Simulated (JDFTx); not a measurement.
Part of a log of a modified build of JDFTx for ethylene glycol, C2H6O2 (SMILES OCCO), charge 0, multiplicity 1 (PBE, GBRV ultrasoft potentials, plane waves to 20/100 Ha):

```
unit cell volume = 7971.47
Chosen fftbox size, S = [  96  96  90  ]
unit cell volume = 7971.47
Chosen fftbox size, S = [  90  80  80  ]
  'O' pseudopotential, 'SLA  PW   PBE  PBE' functional
  6 valence electrons, 2 orbitals, 5 projectors, 737 radial grid points, with lMax = 2
  'C' pseudopotential, 'SLA  PW   PBE  PBE' functional
  4 valence electrons, 2 orbitals, 4 projectors, 721 radial grid points, with lMax = 1
  'H' pseudopotential, 'SLA  PW   PBX  PBC' functional
  1 valence electrons, 1 orbitals, 2 projectors, 615 radial grid points, with lMax = 0
Initialized 3 species with 10 total atoms.
Folded 1 k-points by 1x1x1 to 1 k-points.
nElectrons:  26.000000   nBands: 13   nStates: 1
average nbasis = 33995.000 , ideal nbasis = 34054.728
Correction to mu due to finite nuclear width = -0.00323619
   Cavity determined by rhoMin: 0.0001  rhoMax: 0.005
   Effective cavity tension: 7.38651e-06 Eh/bohr^2 and pressure: 0 Eh/bohr^3 to account for cavitation and dispersion.
[...]
	Linear fluid (dielectric constant: 78.4, screening length: 4.0613 Bohr) occupying 0.898757 of unit cell:	Completed after 26 iterations
[... later lines of the fluid solver are left out ...]
ElecMinimize: Iter:   0  Etot: -47.119308695956910  |grad|_K:  6.334e-05  alpha:  1.000e+00
ElecMinimize: Iter:   1  Etot: -47.121162747077200  |grad|_K:  3.632e-05  alpha:  1.045e+00  linmin: -5.605e-03
ElecMinimize: Iter:   2  Etot: -47.121627302094780  |grad|_K:  2.193e-05  alpha:  7.935e-01  linmin: -1.013e-04
[... lines cut ...]
ElecMinimize: 	Undoing step.
ElecMinimize: 	Step failed: resetting search direction.
ElecMinimize: Iter:  11  Etot: -47.121862123856317  |grad|_K:  3.348e-07  alpha:  2.931e-04
ElecMinimize: Iter:  12  Etot: -47.121862131580812  |grad|_K:  2.535e-07  alpha:  3.162e-01  linmin:  3.549e-01
ElecMinimize: Iter:  13  Etot: -47.121862137928062  |grad|_K:  2.033e-07  alpha:  3.250e-01  linmin: -2.880e-01
ElecMinimize: Converged (|Delta Etot|<1.000000e-07 for 2 iters).

# Energy components:
   A_diel =       -0.0141142425136694
   Eewald =       31.8837991771460167
       EH =       70.5633533357234342
     Eloc =     -167.0326912424229704
      Enl =        5.9797647527428337
      Exc =      -13.1012913453682476
 Exc_core =        0.1974531556744253
       KE =       24.4018642710901155
-------------------------------------
     Etot =      -47.1218621379280620


	eMin: -0.948055 at state 0 ( [ +0.000000 +0.000000 +0.000000 ] spin 0 )
	HOMO: -0.227157 at state 0 ( [ +0.000000 +0.000000 +0.000000 ] spin 0 )
```

**Question.** Which solvation model was used?
A. CANDLE
B. soft-sphere model
C. linear PCM without cavity terms (LA12)
D. SCCS (g03 parameters)

**Answer.** D, SCCS (g03 parameters). The liquid was water (dielectric constant 78.4), 2 M NaCl.
